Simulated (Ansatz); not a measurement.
YN:
```xyz
2
Lattice="2.9815 0.0000 0.0000 0.0000 2.9815 0.0000 0.0000 0.0000 2.9815" Properties=species:S:1:pos:R:3 pbc="T T T"
Y      0.0000     0.0000     0.0000
N      1.4908     1.4908     1.4908
```

Relaxed with r²SCAN.

Q: Map the electron localisation function on the plane through (0.000, 0.000, 0.000) spanned by u = [1, 0, 0] and v = [0, 1, 1] in lattice vectors, from the program Ansatz at the r²SCAN level (PAW).

A: x is the fraction of u, y of v (the angle between them is 90°; rows are the nearest grid lines); atoms in the plane: Y at (0.00, 0.00), N at (0.50, 0.50).
```
|-+%@@#:   :#@@%+-|
|+#@@@*.   .*@@@#+|
|@@@@%=.   .=%@@@@|
|@@@@*:     :*@@@@|
|@@#+:..:-:..:+#@@|
|+=:..:=***=:..:=+|
|.  .-*#%%%#*-.  .|
|  .=#%@@@@@%#=.  |
| .-*%@@@%@@@%*-. |
|.:+#@@%*=*%@@#+:.|
|.:+%@@*: :*@@%+:.|
|.:+%@@*: :*@@%+:.|
|.:+#@@%*=*%@@#+:.|
| .-*%@@@%@@@%*-. |
|  .=#%@@@@@%#=.  |
|.  .-*#%%%#*-.  .|
|+=:..:=***=:..:=+|
|@@#+:..:-:..:+#@@|
|@@@@*:     :*@@@@|
|@@@@%=.   .=%@@@@|
|+#@@@*.   .*@@@#+|
|-+%@@#:   :#@@%+-|
```
Scale: ten equal steps from 0.023 (start of ' ') to 0.864 (end of '@'), in the order ' .:-=+*#%@'; x runs from 0.000 to 1.00, y from 0.000 (bottom) to 1.00 (top).

The density is the valence pseudo-density with augmentation charge, so density and ELF within about 1 Å of a nucleus are not all-electron values.

Space group Pm-3m (CsCl type). The start of the workflow was typed in or built on a structure type; neither database checked (COD, Materials Project) lists it. COD files the formula under space group No. 225, so this cell is another polymorph or a model. Whether it is the stable phase at ambient conditions was not checked. The cell was relaxed with r²SCAN under the symmetry of its start; whether a distortion lowers the energy is not shown. No spin polarisation was allowed.

Potentials: the earlier of the program's two PAW sets.
